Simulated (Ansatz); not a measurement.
## Notes on GaSi₂Ir₃

```xyz
6
Lattice="2.8512 4.9384 0.0000 -2.8512 4.9384 0.0000 0.0000 0.0000 3.3785" Properties=species:S:1:pos:R:3 pbc="T T T"
Ir    0.0000    4.9384    1.6893
Ir    1.4256    2.4692    1.6893
Ir   -1.4256    2.4692    1.6893
Ga    0.0000    0.0000    0.0000
Si   -0.0003    3.2925    0.0000
Si   -0.0003    6.5844    0.0000
```

Single point in Ansatz 0.2.0 with PBEsol, no spin polarisation. Cutoff 420 eV, PAW datasets, 7×7×10 Γ-centred k mesh, fermi-dirac filling (width 0.1 eV).

**Electronic structure.** It is a metal, with about 2.9 states/eV a cell as the mean within 0.25 eV of the Fermi level, mostly Ir d (44 %), Si p (20 %) and Ga s (14 %).
**Stress.** The pressure is 3.9 GPa (compression positive), so with the atoms held at these fractions the cell would first expand. The principal stresses -2.0, -2.0, 15.9 GPa differ, so its shape would change too.
**Charges.** Bader charges in e: Ga +0.61, Si +1.44, Ir -1.16. In the mean Si gives up most and Ir takes most.
**Formation energy.** -0.06 eV an atom against the elements' usual phases (free molecules for gases, crystals otherwise, with no correction for O₂ or N₂), so it is bound against them; other compounds may still compete. Relaxing would lower it.

Origin: a known structure type with other elements, at an estimated volume, so it need not be a known compound.
